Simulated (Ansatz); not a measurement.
Data:

Cd4TeSe3:
```
Cd4TeSe3
1.0
    4.41776     0.00000     0.00000
    0.00000     8.83636     0.00000
    0.00000     0.00000     6.21789
Cd Te Se
4 1 3
Cartesian
  0.00000   2.10629   0.05616
  0.00000   6.73006   0.05616
  2.20888   0.00000   3.16493
  2.20888   4.41818   2.93673
  0.00000   4.41818   4.66741
  2.20888   2.13634   1.55626
  2.20888   6.70002   1.55626
  0.00000   0.00000   4.65981
```

This is the r²SCAN-relaxed structure. Cartesian axes are those of the cell as given.

Q: All from r²SCAN in the plane-wave PAW code Ansatz, unless another level is named. Estimate the Poisson's ratio.

A: 0.36.

Q: Next, the highest zone-centre frequency (without LO–TO term)?

A: 183 cm^-1.

Q: What about the piezoelectric stress constants (proper, relaxed ions, C/m²)?

A: e15 = e31 = 0.12, e24 = -0.13, e32 = -0.12.

Space group Pmm2. The first step of the workflow began from a Materials Project structure, measured or hypothetical; the Crystallography Open Database copy checked does not list it. Whether it is the stable phase at ambient conditions was not checked. The cell was relaxed with r²SCAN under the symmetry of its start; whether a distortion lowers the energy is not shown. Signs of piezoelectric constants follow the polarity of the cell as given. Scalar-relativistic: spin–orbit coupling is off unless named, which matters more the heavier the elements.

Potentials: the later of the program's two PAW sets.
